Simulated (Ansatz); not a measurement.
# Ti₅Si: how the energy converges with the cutoff

Ti₅Si, R32, a = 5.046 Å, c = 13.323 Å. The structure is a Materials Project entry; whether it is the stable form wasn't checked. Ansatz: PBEsol, PAW, cutoff varied, Γ-centred 12×12×12 mesh on 6 atoms, Gaussian smearing 0.10 eV; no spin polarisation. Single points at one geometry, the cutoff alone changed; ΔE is the energy at zero smearing over the run at 850 eV (runs within 0.3 meV/atom of it are left out). The runs up to 380 eV lie under the cutoff recommended for these PAW datasets.

```tsv
cutoff (eV)	ΔE (meV/atom)
150	19392.43
200	4637.76
250	835.00
300	119.50
350	9.97
380	2.21
420	?
460	0.88
520	0.56
600	0.35
```

Assume ΔE falls exponentially with the cutoff, fit y = ln ΔE against x, the cutoff in eV, to the other rows, and predict the missing value.

y = 9.873, 8.442, 6.727, 4.783, 2.300, 0.793, -0.128, -0.580, -1.050. Means x = 356.7, y = 3.4622; Σ(Δx)² = 179000, ΣΔxΔy = -4712; the slope is their ratio. y = 12.85 − 0.02632 x, a factor of ten per 87 eV. At 420 eV this gives ΔE = 6.02 meV/atom. The run gave 1.09, a ratio of 5.52. Between neighbouring rows the decay runs from a factor of ten per 46 eV to one per 430 eV, so one exponential is only a rough guide.